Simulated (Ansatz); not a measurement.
## La3InB: energy against volume and a worked fit

```cif
data_structure
_symmetry_space_group_name_H-M 'P 1'
_symmetry_Int_Tables_number 1
_cell_length_a 5.3289
_cell_length_b 5.3289
_cell_length_c 5.3289
_cell_angle_alpha 90.000
_cell_angle_beta 90.000
_cell_angle_gamma 90.000
_cell_volume 151.33
loop_
_atom_site_label
_atom_site_type_symbol
_atom_site_fract_x
_atom_site_fract_y
_atom_site_fract_z
_atom_site_occupancy
La1 La 0.00000 0.50000 0.50000 1
La2 La 0.50000 0.50000 0.00000 1
La3 La 0.50000 0.00000 0.50000 1
In1 In 0.00000 0.00000 0.00000 1
B1 B 0.50000 0.50000 0.50000 1
```

The cell comes from a database or a generator and needn't be the stable form of this composition.

The cell was scaled at fixed shape and fractions and run with Ansatz, Ansatz PAW, cutoff 420 eV; PBE, k mesh 5 × 5 × 5 on the cell of 5 atoms, fermi-dirac occupations of 0.05 eV, no spin polarisation, no spin-orbit coupling. Energies are those that the program minimises, any entropy of the smearing included. For a metal such a mesh isn't converged to the digits shown.

| V (Å³/atom) | energy over the lowest row (meV/atom) |
| --- | --- |
| 28.4500 | 21.094 |
| 29.0553 | 9.932 |
| 29.6607 | ? |
| 30.2660 | 0.000 |
| 30.8713 | 0.534 |
| 31.4766 | 4.312 |
| 32.0819 | 11.057 |

**Question.** Fit the third-order Birch-Murnaghan form, give V0, B0 and B′, and predict the energy left open.

**Answer.** With y = (V0/V)^(2/3), E = E0 + (9 V0 B0/16) [(y - 1)³ B′ + (y - 1)² (6 - 4y)]. Least squares through the rows shown give V0 = 30.4723 Å³/atom, E0 = -0.200 meV, B0 = 45.87 GPa (1 eV/Å³ = 160.218 GPa) and B′ = 3.52, with a largest miss of 0.002 meV. At V = 29.6607 the form with these constants gives 3.023 meV; the run gave 3.018 meV an atom.
